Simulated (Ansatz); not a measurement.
Data:

KLuO2:
```yaml
crystal:
  lattice:
    - [1.68579, 0.97329, 6.17929]
    - [-1.68579, 0.97329, 6.17929]
    - [0.00000, -1.94658, 6.17929]
  atoms:
    - { symbol: K, position: [0.00000, 0.00000, 0.00000] }
    - { symbol: Lu, position: [0.50000, 0.50000, 0.50000] }
    - { symbol: O, position: [0.22809, 0.22809, 0.22809] }
    - { symbol: O, position: [0.77191, 0.77191, 0.77191] }
```

This is the r²SCAN-relaxed structure.

All from plane-wave PAW r²SCAN (Ansatz code), unless another level is named. Give the band gap.

4.24 eV (indirect).

Predict the formation energy from the elements (no fitted shifts).

-290 kJ/mol of atoms.

What about the conduction-band minimum?

at F (3 equivalent valleys).

What about the valence-band maximum?

at Γ.

Space group R-3m. The first step of the workflow began from a Materials Project structure, measured or hypothetical; the Crystallography Open Database copy checked does not list it. Its standing as an ambient phase is unchecked. Symmetry was held in the r²SCAN relaxation; whether a distortion lowers the energy is not shown. The references are the lowest solids computed at this level, not always the standard phases (solids in place of the gases). Spin–orbit coupling is left out wherever it is not named.

Potentials: the later of the program's two PAW sets.
